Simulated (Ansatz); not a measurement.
Relaxed-ion elastic tensor of AlN (zinc blende, space group No. 216) in GPa (Voigt order), plane-wave PAW r²SCAN (Ansatz code); density 3.26 g/cm³, 10.43 Å³ per atom.

```json
[
 {"": "1", "1": "308", "2": "162", "3": "162", "4": "0.0", "5": "0.0", "6": "0.0"},
 {"": "2", "1": "162", "2": "308", "3": "162", "4": "0.0", "5": "0.0", "6": "0.0"},
 {"": "3", "1": "162", "2": "162", "3": "308", "4": "0.0", "5": "0.0", "6": "0.0"},
 {"": "4", "1": "0.0", "2": "0.0", "3": "0.0", "4": "197", "5": "0.0", "6": "0.0"},
 {"": "5", "1": "0.0", "2": "0.0", "3": "0.0", "4": "0.0", "5": "197", "6": "0.0"},
 {"": "6", "1": "0.0", "2": "0.0", "3": "0.0", "4": "0.0", "5": "0.0", "6": "197"}
]
```

Problem. Is the crystal mechanically stable?

Solution. Yes: the smallest eigenvalue of C is 146 GPa.

Problem. Work out the Voigt, Reuss and Hill averages.

Solution. K_V = 210, K_R = 210, K_H = 210; G_V = 147, G_R = 117, G_H = 132 GPa.

Problem. Give Young's modulus, Poisson's ratio, Pugh's ratio and the universal anisotropy index.

Solution. E = 9KG/(3K + G) = 328 GPa; ν = 0.24; K/G = 1.59 (brittle by the Pugh limit of 1.75); A_U = 5G_V/G_R + K_V/K_R − 6 = 1.28.

Problem. Estimate the sound speeds and the Debye temperature.

Solution. v_l = √((K + 4G/3)/ρ) = 10900 m/s, v_t = √(G/ρ) = 6360 m/s, mean 7060 m/s; Θ = (h/k)(3n/4πV)^(1/3) v_m = 962 K.

Problem. Give the Zener ratio and Young's modulus along [100], [110] and [111].

Solution. A = 2C44/(C11 − C12) = 2.69; 1/E = S11 − 2(S11 − S12 − S44/2)Γ with Γ = 0, 1/4, 1/3 gives 196, 340, 450 GPa.

Problem. Solve the Christoffel equation for the three sound speeds along [100], [110], [111].

Solution. Eigenvalues of C_ijkl n_j n_l equal ρv² (piezoelectric stiffening left out). In km/s, slowest first: [100] 7.76, 7.76, 9.71; [110] 4.73, 7.76, 11.49; [111] 5.92, 5.92, 12.03.

Space group F-43m (zinc blende). Symmetry was held in the r²SCAN relaxation; phonons on a q-mesh show no instability.

Potentials: the earlier of the program's two PAW sets.
